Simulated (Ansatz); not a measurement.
## GdN (zincblende structure)

Computed with Ansatz (plane waves, PAW, 420 eV cutoff): PBEsol, scalar-relativistic, collinear spin, Γ-centred 10×10×10 mesh, 0.05 eV Gaussian smearing; PAW files: Ansatz's generated set soft_2.

```
CELL_PARAMETERS angstrom
0.00000 2.63657 2.63657
2.63657 0.00000 2.63657
2.63657 2.63657 0.00000
ATOMIC_POSITIONS crystal
Gd 0.00000 0.00000 0.00000
N 0.25000 0.25000 0.25000
```

The start was a prototype's sites filled with these elements. The Crystallography Open Database lists the compound in space group Fm-3m (rock salt), so this is a trial structure.

Magnetic state: ferromagnetic, site spin moments Gd 6.78; N -0.06 μB.

Cell and atoms are those of this level's equilibrium.

The cell has space group F-43m (read at 0.01 Å). In it the stress is -0.07, -0.07, -0.07, 0.00, 0.00, 0.00 GPa and the largest force component 0.000 eV/Å. Each change below starts from this cell, without further relaxation. Stress is in GPa, positive in compression, in the order xx, yy, zz, yz, xz, xy; energies are counted from the cell above.

Problem. What happens when atom 1 (Gd) is moved by 0.08 Å along z?

Solution. The energy changes by 26.2 meV per cell, and the force on it along the shift is -0.654 eV/Å (−F/u = 8.18 eV/Å²). Stress: 0.35, 0.35, 0.01, 0.00, 0.00, 2.31. The gap on the mesh goes from 1.11 eV to 1.05 eV. Spin moments: Gd 6.76; N -0.06 μB.
```
atom  Fx (eV/Å)     Fy      Fz
 Gd1      0.000  0.000  -0.654
  N2      0.000  0.000   0.654
```
In a harmonic crystal the energy would rise by −½F·u = ½ × 8.18 × 0.08² eV = 26.2 meV, which matches.

Problem. A single strain component, atoms carried along, gave the stress 2.11, 2.55, 2.11, 0.00, 0.00, 0.00. Which component, and about how large?

Solution. An engineering strain of -2 % in yy; the energy changes by 5.7 meV per cell.

Semilocal functionals without a U place occupied f levels too high and empty ones too low, so gaps that touch them come out too small. Spin–orbit coupling, which matters for such heavy elements, is left out. The run wasn't fully tested for a lower electronic state. Site moments are of spin, integrated over atomic spheres. Only parallel moments were tried, so the real magnetic order may be another.
